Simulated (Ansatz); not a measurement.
Relaxation of Ca

Level of theory: Ansatz, DFT PBEsol, scalar-relativistic, plane waves, PAW. Run with 420 eV cutoff, 12×12×8 k-mesh, Gaussian smearing of 0.10 eV, no spin polarisation.

What was changed: uniaxial strain along a, with b, c and atoms relaxed: +3.0 %.

Input:

```yaml
crystal:
  lattice:
    - [3.9721278117, 0.0, 0.0]
    - [0.0, 3.8286482882, 0.0]
    - [0.0, 0.0, 5.4074448173]
  atoms:
    - { symbol: Ca, position: [0.0, 0.0, 0.5] }
    - { symbol: Ca, position: [0.5, 0.5, 0.0] }
basis:
  ecutwfc: 420
kpoints:
  mp_grid: { grid: [12, 12, 8] }
hamiltonian:
  xc: pbesol
scf:
  occupations: { method: gaussian, width: 0.1 }
output:
  forces: true
  stress: true
  eigenvalues: true
relax:
  adjacent_minimum: "off"
  f_tol: 0.008
  max_steps: 40
  cell: { stress_tol: 0.015, fix: [a, angles] }
```

F is the free energy. Steps run on the plane waves of an earlier cell, but the last one, and at times one on the way, on a freshly chosen basis, so a repeated geometry can differ a little in energy. The held parts of the cell keep their stress, so P needn't end at zero.

Steps:

```tsv
step	F − F(1) (eV)	largest force component (eV/Å)	V (Å³/atom)	P (GPa)
1	0.0000	0.000	41.118	-0.24
2	-0.0006	0.000	41.106	-0.24
3	-0.0022	0.000	40.892	-0.15
4	-0.0023	0.000	40.875	-0.15
5	-0.0023	0.000	40.875	-0.15
```

Relaxed structure:

```yaml
crystal:
  lattice:
    - [3.97213, 0.00000, 0.00000]
    - [0.00000, 3.90091, 0.00000]
    - [0.00000, 0.00000, 5.27589]
  atoms:
    - { symbol: Ca, position: [0.00000, 0.00000, 0.50000] }
    - { symbol: Ca, position: [0.50000, 0.50000, 0.00000] }
```

It takes space group Immm (No. 71, orthorhombic). The conventional cell has a = 3.901 Å, b = 3.972 Å, c = 5.276 Å, α = 90.00°, β = 90.00°, γ = 90.00°. Ca (site symmetry mmm) has 12 Ca at 3.84 to 3.97 Å as nearest neighbours.

The run converged. The run took roughly 50 core-seconds.